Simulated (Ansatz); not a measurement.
Perovskite alloy of SrTiO3 and CaTiO3 (4 of 8 Sr sites exchanged), 40 atoms

Ansatz, PAW, plane waves. PBEsol relaxation of volume and atoms (shape held) at the single k point (¼, ¼, ¼) without its symmetry partners; single points on the relaxed atoms at the single k point (¼, ¼, ¼) without its symmetry partners, onto which points of the small cell's zone fold. Arrangement: clustered. No spin–orbit coupling unless named.

Relaxed structure:

```xyz
40
Lattice="7.7085 0.0000 0.0000 0.0000 7.7085 0.0000 0.0000 0.0000 7.7085" Properties=species:S:1:pos:R:3 pbc="T T T"
Ca    0.0309    0.1166    0.1636
Ca    0.0310    0.1645    3.9702
Ca    0.0309    4.0186    0.1159
Ca    0.0310    3.9709    4.0179
Sr    3.8831    7.6617    7.6467
Sr    3.8831    7.6475    3.8067
Sr    3.8832    3.7933    7.6609
Sr    3.8833    3.8074    3.7924
Ti    1.9286    1.9711    1.9499
Ti    1.9285    1.9507    5.8245
Ti    1.9286    5.8049    1.9704
Ti    1.9285    5.8253    5.8042
Ti    5.8573    1.9768    1.9396
Ti    5.8572    1.9404    5.8303
Ti    5.8573    5.7946    1.9760
Ti    5.8573    5.8310    5.7938
O     2.0870    1.6577    7.6845
O     1.6114    2.1540    3.8291
O     1.6113    6.0082    7.6833
O     2.0869    5.5119    3.8303
O     5.5718    1.7511    7.6874
O     6.0608    2.0804    3.8340
O     6.0608    5.9346    7.6882
O     5.5719    5.6053    3.8330
O     7.6943    2.1142    1.5709
O     7.6943    1.5716    5.9677
O     7.6943    5.4259    2.1134
O     7.6944    5.9685    5.4251
O     3.8254    1.7359    2.1118
O     3.8254    2.1125    5.5894
O     3.8254    5.9667    1.7352
O     3.8254    5.5902    5.9658
O     1.6114    7.6841    2.1532
O     2.0870    7.6854    5.5111
O     2.0870    3.8311    1.6569
O     1.6113    3.8298    6.0075
O     6.0608    7.6890    2.0796
O     5.5719    7.6881    5.6045
O     5.5719    3.8338    1.7503
O     6.0608    3.8347    5.9339
```

What are the mean bond lengths by pair (pairs within 1.2 times the sum of covalent radii, less contacts 15 % beyond the pair's median; cation–cation pairs of compounds aside; long ionic contacts are cut short by that bound)?

Ca–O 2.523 ± 0.098 Å (standard deviation, 32 bonds); O–Sr 2.724 ± 0.190 Å (standard deviation, 44 bonds); O–Ti 1.956 ± 0.060 Å (standard deviation, 48 bonds).

What gap lies between the top filled and the lowest empty level in the single points?

HSE06 4.65 eV (23 s on NVIDIA H100). Away from Γ this isn't the crystal's band gap.
